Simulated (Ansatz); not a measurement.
# Vibrational response of GaN at 40 GPa

Method: DFT LDA, scalar-relativistic, plane waves, PAW (Ansatz). Settings: 420 eV plane-wave cutoff, Γ-centred 10×10×10 mesh, fixed occupations. No spin polarisation. Phonons by linear response, acoustic sum rule imposed.

The cell, relaxed at 40 GPa:
```yaml
crystal:
  lattice:
    - [0.00000, 2.12283, 2.12283]
    - [2.12283, 0.00000, 2.12283]
    - [2.12283, 2.12283, 0.00000]
  atoms:
    - { symbol: Ga, position: [0.00000, 0.00000, 0.00000] }
    - { symbol: N, position: [0.75000, 0.75000, 0.75000] }
```

Other phases may be more stable at this pressure.

(1) Give the high-frequency dielectric tensor ε∞.

(2) Give the Born effective charges.

(3) How large is the static dielectric tensor with the ions free to move, and what share of it is ionic?

## Answers

(1)
```
5.20 0.00 0.00
0.00 5.20 0.00
0.00 0.00 5.20
```

(2)
```
       atom Z*xx Z*yy Z*zz mean
Ga (atom 1)   2.56   2.56   2.56   2.56
 N (atom 2)  -2.56  -2.56  -2.56  -2.56
```

(3)
```
8.3 0.0 0.0
0.0 8.3 0.0
0.0 0.0 8.3
```
The ions give 37 % of its trace.

This zinc-blende form isn't the usual stable structure of the compound at low pressure.

Cost: 1 run of about 0.5 core-minutes, on Intel Xeon 6975P-C (Granite Rapids) (shared hosts).